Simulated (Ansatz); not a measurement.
InP (zinc blende, space group No. 216), the program Ansatz at the LDA level (PAW). The conduction-band minimum lies at Γ, with 1 equivalent valley. Second derivatives d²E/dk² of the lowest band at one valley (eV·Å²), along Cartesian directions:

```csv
direction,d²E/dk²
[100],167.0
[010],167.0
[001],167.0
[110],166.8
[101],166.8
[011],166.8
```

**Question.** Find the principal effective masses, the density-of-states mass and the conductivity mass.

**Answer.** Off-diagonal terms follow from H_xy = H[110] − (H_xx + H_yy)/2, and m*/mₑ = 7.620 eV·Å² over each eigenvalue: 0.046, 0.046, 0.046. One valley's DOS mass (m₁m₂m₃)^(1/3) = 0.046, conductivity mass 3/(Σ 1/mᵢ) = 0.046 mₑ.

**Question.** What effective density of states Nc follows at 300 K for parabolic valleys?

**Answer.** Nc = 2.509e19 × 1 × (0.046)^(3/2) ≈ 2.5e17 cm⁻³.

Space group F-43m (zinc blende). The cell was relaxed with LDA under the symmetry of its start; of distortions, only those at the zone centre were tested. Spin–orbit coupling is left out wherever it is not named.

Potentials: the later of the program's two PAW sets.

Edges and masses are those of Kohn–Sham bands, whose gap is no quasiparticle gap.
